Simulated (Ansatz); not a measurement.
The cell of Li2ScCrC6N6 is invented: cyanide-bridged rock-salt net of two metals, 2 guest cations a cell (Fm-3m, No. 225). Lengths were set from tabulated atomic sizes, so they are only a guess.

Space group Fm-3m (No. 225). a = 10.444 Å, b = 10.444 Å, c = 10.444 Å, α = 90.00°, β = 90.00°, γ = 90.00°
```csv
atom,site,symmetry,x,y,z
Li,8c,-43m,0.2500,0.7500,0.7500
Sc,4a,m-3m,0.0000,0.0000,0.0000
Cr,4b,m-3m,0.5000,0.0000,0.0000
C,24e,4m.m,0.1936,0.0000,0.0000
N,24e,4m.m,0.3056,0.0000,0.0000
```

Level of theory: DFT PBE, scalar-relativistic, plane waves, PAW in Ansatz. Cutoff 420 eV, Gaussian smearing, Γ-centred meshes. Cell and atoms relax first on a coarse mesh and then on a finer one. In between, the cell is made exact in the group found at 0.06 Å. In metals the finer mesh still leaves noise of several meV/atom or more. The steps can't lower the symmetry of their start. Collinear spin, starting moments Cr 3.0 μB.

A guess keeps its type if space group and coordination stay and the shape of the cell changes little (axis ratios within about 15 %, angles within 6°); the volume may change.

Q: Will the relaxed cell still be of the starting type?

A: It keeps its type. The symmetry stays Fm-3m (No. 225). The volume per atom grows by 11.0 %, from 17.8 to 19.8 Å³. The shortest distance goes from 1.17 Å (C–N) to 1.18 Å (C–N). Counting neighbours within 15 % of an atom's shortest distance, the start has C 1, Cr 6, Li 24, N 1, Sc 6 and the end C 1, Cr 6, Li 24, N 1, Sc 6.

The last run used collinear spin, a 6×6×6 mesh for its 16-atom cell and Gaussian smearing of 0.10 eV. Another magnetic order may lie lower. A structure relaxed within its symmetry needn't be a true minimum.
